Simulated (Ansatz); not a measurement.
CsSnI$_{3}$ (cubic perovskite)

```yaml
crystal:
  lattice:
    - [6.27175, 0.00000, 0.00000]
    - [0.00000, 6.27175, 0.00000]
    - [0.00000, 0.00000, 6.27175]
  atoms:
    - { symbol: Cs, position: [0.00000, 0.00000, 0.00000] }
    - { symbol: Sn, position: [0.50000, 0.50000, 0.50000] }
    - { symbol: I, position: [0.00000, 0.50000, 0.50000] }
    - { symbol: I, position: [0.50000, 0.50000, 0.00000] }
    - { symbol: I, position: [0.50000, 0.00000, 0.50000] }
```

The slice is a {100} plane (indices of the conventional cell) through the point (0.500, 0.000, 0.500) (fractional), spanned by u = [100] and v = [010] in vectors of this cell: u (6.27 Å) and v (6.27 Å, at 90° to u). It covers one period; positions are fractions (u, v).

Method: PBE (plane waves to 420 eV, PAW, scalar-relativistic; Ansatz, a program for electronic structure). k mesh 6×6×6. Near the nuclei the fields are pseudised (PAW); where an atom keeps semicore shells as valence, they peak there. CsSnI3 was relaxed with its symmetry unable to fall. Spin-orbit coupling is left out, though I is heavy. This is a high-temperature form of CsSnI3.

Three fields on this plane, each scaled to ten steps between its own extremes (0 low, 9 high; the total valence density on a logarithmic scale, the potential cut 8 eV below its top; x marks points blanked near nuclei; v = 0 in the bottom row):

Map A
```
|xxxxx9997410000000147999xxxx|
|xxxx899852000000000258998xxx|
|xxxx898731000000000137898xxx|
|xx7888741000011100001478887x|
|7888864100012444210001468888|
|7776531000135777531000135677|
|5443210001478999874100012344|
|3332210014789999987410012233|
|3333321136899999998631123333|
|xx44332258888xxx88885223344x|
|xxxx4323688xxxxxxx8863234xxx|
|xxxx4334787xxxxxxx7874334xxx|
|xxxxx33478xxxxxxxxx87433xxxx|
|xxxxx33577xxxxxxxxx77533xxxx|
|xxxxx33478xxxxxxxxx87433xxxx|
|xxxx4334787xxxxxxx7874334xxx|
|xxxx4323688xxxxxxx8863234xxx|
|xx44332258888xxx88885223344x|
|3333321136899999998631123333|
|3332210014789999987410012233|
|5443210001478999874100012344|
|7776531000135777531000135677|
|7888864100012444210001468888|
|xx7888741000011100001478887x|
|xxxx898731000000000137898xxx|
|xxxx899852000000000258998xxx|
|xxxxx9997410000000147999xxxx|
|xxxxx9997410000000147999xxxx|
```

Map B
```
|xxxxx0589999999999999850xxxx|
|xxxx006899999999999998600xxx|
|xxxx037899999999999998730xxx|
|xx0026899999999999999986200x|
|0002578999999999999999875200|
|2345789999999999999999987543|
|4456788999988888889999887654|
|1234678898876545678898876432|
|0001357887630000036788753100|
|xx00036775200xxx00257763000x|
|xxxx0146520xxxxxxx0256410xxx|
|xxxx0035400xxxxxxx0045300xxx|
|xxxxx02430xxxxxxxxx03420xxxx|
|xxxxx01420xxxxxxxxx02410xxxx|
|xxxxx02430xxxxxxxxx03420xxxx|
|xxxx0035400xxxxxxx0045300xxx|
|xxxx0146520xxxxxxx0256410xxx|
|xx00036775200xxx00257763000x|
|0001357887630000036788753100|
|1234678898876545678898876432|
|4456788999988888889999887654|
|2345789999999999999999987543|
|0002578999999999999999875200|
|xx0026899999999999999986200x|
|xxxx037899999999999998730xxx|
|xxxx006899999999999998600xxx|
|xxxxx0589999999999999850xxxx|
|xxxxx0489999999999999840xxxx|
```

Map C
```
|xxxxx9765421000001245679xxxx|
|xxxx987653211000112356789xxx|
|xxxx987543211111112345789xxx|
|xx9987654332222222334567899x|
|9988765443333444333344567889|
|8887665444445555544444566788|
|7776654444556666655444456677|
|7776655455677787776554556677|
|8887665566788999887665566788|
|xx98766667899xxx99876666789x|
|xxxx8766789xxxxxxx9876678xxx|
|xxxx9877889xxxxxxx9887789xxx|
|xxxxx87789xxxxxxxxx98778xxxx|
|xxxxx87789xxxxxxxxx98778xxxx|
|xxxxx87789xxxxxxxxx98778xxxx|
|xxxx9877889xxxxxxx9887789xxx|
|xxxx8766789xxxxxxx9876678xxx|
|xx98766667899xxx99876666789x|
|8887665566788999887665566788|
|7776655455677787776554556677|
|7776654444556666655444456677|
|8887665444445555544444566788|
|9988765443333444333344567889|
|xx9987654332222222334567899x|
|xxxx987543211111112345789xxx|
|xxxx987653211000112356789xxx|
|xxxxx9765421000001245679xxxx|
|xxxxx9865421000001245689xxxx|
```

Question: Assign the maps to these fields: electron localisation function (ELF); valence electron density; electrostatic potential energy of an electron, from the cell's mean.

Answer: A is the electron localisation function (ELF); B is the electrostatic potential energy of an electron, from the cell's mean; C is the valence electron density.
